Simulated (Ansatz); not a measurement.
**SrVO₃, one structure, two calculations**

Cell: a structure deposited in the COD, whose atoms a relaxation with PBE at fixed cell left in place.

```
Sr V O
1.0
     3.84090    0.00000    0.00000
     0.00000    3.84090    0.00000
     0.00000    0.00000    3.84090
Sr V O
1 1 3
Direct
  0.50000 0.50000 0.50000
  0.00000 0.00000 0.00000
  0.50000 0.00000 0.00000
  0.00000 0.50000 0.00000
  0.00000 0.00000 0.50000
```

Sites (sets of like atoms) are named by element and the number of their first atom in this list.

First run. Computed with Ansatz: DFT, PBE, plane waves and PAW, scalar-relativistic, collinear spin, 420 eV cutoff, Γ-centred 9×9×9 k-points, Fermi–Dirac smearing 0.05 eV. Start moments as typed (μB): 1 on each V, none on the rest.

| site | atom | V_zz (10²¹ V/m²) | η | m (μB) |
| --- | --- | --- | --- | --- |
| V | 2 | 0.00 | – | 0.25 |
| O | 3 | 3.24 | 0.00 | 0.00 |

Second run. The same atoms and settings, except that a Hubbard term is added (U = 2.1 eV on V d).

(1) What does the second run give?

Answers

(1) 

```
site  atom  V_zz     η  change of V_zz  m (μB)
   V     2  0.00     –            0.00    0.87
   O     3  3.41  0.00           +0.17   -0.05
```

The largest change of V_zz is on O, from 3.24 to 3.41. In per cent, |V_zz| changes by +5 on O (all sites that start above 2). Other sites without a gradient aren't listed. The absolute magnetisation of the cell goes from 0.3 to 1.3 μB.

The run finds no gap above 0.1 eV (a metal, or nearly one), so the gradients can move by 10 % or more with the k-mesh.
For the first run: Semilocal functionals can leave a metal where correlation in the d or f shell opens a gap in the real compound, and that would change the values at and beside V. The run lost most of its start moments on V; a state with other moments may lie lower. The magnetic order is the one that the run reached from its start moments, not necessarily the measured one (the real compound may not order at all).
For the second run: At this cell the PBE+U pressure is 5 GPa, so with PBE+U the cell would grow if it were relaxed. All moments are parallel here, as the start or the cell imposes; many such compounds order antiparallel, where fields and spin densities carried over to other atoms largely cancel. The magnetic order is the one that the run reached from its start moments, not necessarily the measured one.
